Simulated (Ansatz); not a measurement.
Question: Each is relaxed and computed with LDA in the plane-wave PAW code Ansatz. Which alone has a direct gap?
A) AlAs, wurtzite
B) BN, wurtzite
C) BAs, wurtzite
D) CdTe, wurtzite

Answer: D, CdTe, wurtzite. CdTe: gap 0.65 eV (direct); BN: gap 4.93 eV (indirect); AlAs: gap 1.61 eV (indirect); BAs: gap 1.05 eV (indirect). Not the usual ambient phase: CdTe, wurtzite; AlAs, wurtzite; BAs, wurtzite. All cells were relaxed under the symmetry of their starts (and spin orders); stability against distortions was not tested throughout. Spin–orbit coupling is left out wherever it is not named.

Potentials: the later of the program's two PAW sets.
